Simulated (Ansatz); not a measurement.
## ZnCu: the relaxed cell by functional

The starting cell is an entry of the Crystallography Open Database (1963):

```
Zn Cu
1.0
     2.94500    0.00000    0.00000
     0.00000    2.94500    0.00000
     0.00000    0.00000    2.94500
Zn Cu
1 1
Direct
  0.50000 0.50000 0.50000
  0.00000 0.00000 0.00000
```

Atoms and cell were relaxed at zero pressure with plane-wave PAW DFT (Ansatz 0.2.0; one set of PAW datasets, made under PBE, for all functionals; 420 eV, r2SCAN 500 eV; 11×11×11 Γ-centred mesh, fermi-dirac occupations of width 0.100 eV; no spin polarisation, no spin-orbit coupling, no dispersion correction), keeping the symmetry (Pm-3m, No. 221).

Four functionals were used, LDA, PBEsol, PBE and r2SCAN. Their relaxed conventional cells, unnamed:

```
run  a (Å)  volume (Å³/atom)
  A  2.869             11.81
  B  2.919             12.44
  C  2.963             13.00
  D  2.907             12.29
```

Q: Which run is LDA's and which PBE's?

A: A is LDA, which overbinds and gives the smallest cell, and C is PBE, as a rule the largest. Of the two between, D is PBEsol and B is r2SCAN, an order that varies from crystal to crystal. Formation energies in eV an atom: LDA -0.111, PBEsol -0.106, PBE -0.092, r2SCAN -0.113.

Caveats: each relaxation keeps the start's symmetry, so a distorted cell may lie lower; computed cells are at 0 K with fixed nuclei; formation energies are at zero smearing against the elements' usual phases under the same functional, gases as free molecules, uncorrected.
